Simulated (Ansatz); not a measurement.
BaTiO3 in space group R3m (No. 160; Ba on 3a, Ti on 3a, O on 9b), r²SCAN (plane waves, PAW; program Ansatz), all energies at zero smearing, with the estimated change up to a 700 eV cutoff added, with one set of potentials and settings (totals compare only within such a set). Cell of 5 atoms (1 Ba, 1 Ti, 3 O): -10183.851 eV.

```
element                            reference phase  E (eV/atom)
-------  -----------------------------------------  -----------
Ba                      Im-3m, 1 atoms in the cell   -5964.4614
Ti                     P6/mmm, 3 atoms in the cell   -2504.3896
O        C2/m, 4 atoms in the cell, spin-polarised    -566.0281
```

Formation energy per atom, worked out: (-10183.851 − 1×(-5964.4614) − 1×(-2504.3896) − 3×(-566.0281))/5 = -3.383 eV/atom (-326 kJ per mol of atoms), at 0 K, without zero-point energy or fitted corrections.

This is a known low-temperature phase of the composition, computed here at zero pressure and temperature. Symmetry was held in the r²SCAN relaxation; its stability against distortions is not shown here. No spin polarisation was allowed. The references are the lowest solids computed at this level, not always the standard phases (solids in place of the gases). Scalar-relativistic: spin–orbit coupling is off unless named, which matters more the heavier the elements.

Potentials: the later of the program's two PAW sets.
